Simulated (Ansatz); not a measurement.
## Sr4Bi3: pressure against volume

A database entry relaxed whole under r2SCAN (I-43d):

```
Sr Bi
1.0
    -5.08606    5.08606    5.08606
     5.08606   -5.08606    5.08606
     5.08606    5.08606   -5.08606
Sr Bi
8 6
Direct
  0.14538 0.14538 0.14538
  0.85462 0.50000 0.00000
  0.50000 0.00000 0.35462
  0.00000 0.85462 0.50000
  0.35462 0.50000 0.00000
  0.64538 0.64538 0.64538
  0.00000 0.35462 0.50000
  0.50000 0.00000 0.85462
  0.25000 0.62500 0.37500
  0.37500 0.25000 0.62500
  0.75000 0.87500 0.12500
  0.12500 0.75000 0.87500
  0.62500 0.37500 0.25000
  0.87500 0.12500 0.75000
```

The cell was scaled uniformly, its shape held, and the atoms relaxed at each volume with plane-wave PAW DFT (Ansatz 0.2.0; r2SCAN, 500 eV, 5×5×5 Γ-centred mesh, fermi-dirac occupations of width 0.100 eV; no spin, no spin-orbit coupling). One row is withheld.

```json
{"volume (Å³/atom)": "35.335", "energy over the lowest (meV/atom)": "14.3", "pressure (GPa)": "2.22"}
{"volume (Å³/atom)": "36.087", "energy over the lowest (meV/atom)": "6.0", "pressure (GPa)": "1.40"}
{"volume (Å³/atom)": "36.838", "energy over the lowest (meV/atom)": "1.4", "pressure (GPa)": "0.68"}
{"volume (Å³/atom)": "37.590", "energy over the lowest (meV/atom)": "0.0", "pressure (GPa)": "0.00"}
{"volume (Å³/atom)": "38.342", "energy over the lowest (meV/atom)": "?", "pressure (GPa)": "?"}
{"volume (Å³/atom)": "39.094", "energy over the lowest (meV/atom)": "5.7", "pressure (GPa)": "-1.10"}
{"volume (Å³/atom)": "39.846", "energy over the lowest (meV/atom)": "12.2", "pressure (GPa)": "-1.57"}
```

Task: Fit the pressures of the other rows to the third-order Birch-Murnaghan form.

Result: With f = [(V₀/V)^(2/3) − 1]/2 and P = 3B₀f(1 + 2f)^(5/2)[1 + 3(B₀′ − 4)f/2], least squares gives V₀ = 37.61 Å³ an atom, B₀ = 30.9 GPa and B₀′ = 4.5; the rows miss the fit by 0.01 GPa. The slope of the energies differs from these pressures by 0.05 GPa, since they are taken to zero smearing while pressures follow the free energy.

Task: What does the withheld row hold?

Result: The fit gives -0.57 GPa at 38.342 Å³; the run gave -0.58 GPa and 1.5 meV an atom.

Caveats: the shape of the cell was held; 0 K, fixed nuclei; the symmetry was kept, and this need not be the phase that is stable at 0 K; one mesh for all volumes; every run is gapless at this level; pressure is positive in compression.
